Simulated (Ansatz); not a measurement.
Relaxed MgH2 (rutile):

```xyz
6
Lattice="4.5173 0.0000 0.0000 0.0000 4.5173 0.0000 0.0000 0.0000 3.0129" Properties=species:S:1:pos:R:3 pbc="T T T"
Mg     0.0000     0.0000     0.0000
Mg     2.2586     2.2586     1.5064
H      1.3751     1.3751     0.0000
H      3.6338     0.8835     1.5064
H      0.8835     3.6338     1.5064
H      3.1422     3.1422     0.0000
```

The atoms are displaced by Q × the pattern below (from a DFPT mode at Γ, largest move 1; Q in Å), at fixed cell.

| atom | x | y | z |
|---|---|---|---|
| H3 | 0.707 | 0.707 | 0.000 |
| H4 | 0.707 | -0.707 | 0.000 |
| H5 | -0.707 | 0.707 | 0.000 |
| H6 | -0.707 | -0.707 | 0.000 |

Atoms not listed stay in place.

Computed with PBE (plane waves to 420 eV, PAW, scalar-relativistic; Ansatz, an electronic-structure program). k mesh 7×7×11 (Γ-centred), Fermi-Dirac smearing 0.05 eV. The energy includes the smearing's −TS. MgH2 was relaxed with its symmetry unable to fall. The zero of ΔE is the undisplaced structure.

```csv
Q (Å),ΔE (meV/cell)
-0.100,120.7
-0.067,53.5
-0.033,13.4
0.000,0.0
0.033,13.4
0.067,53.8
0.100,121.6
```

Which DFPT wavenumber at Γ belongs to this mode?
A) 1274 cm⁻¹
B) 784 cm⁻¹
C) 519 cm⁻¹
D) 183 cm⁻¹

A, 1274 cm⁻¹. The curvature of the scan gives 1275 cm⁻¹

(For displaced atoms, the force is minus the slope of the energy, and its curvature is a force constant, which sets phonon frequencies.)
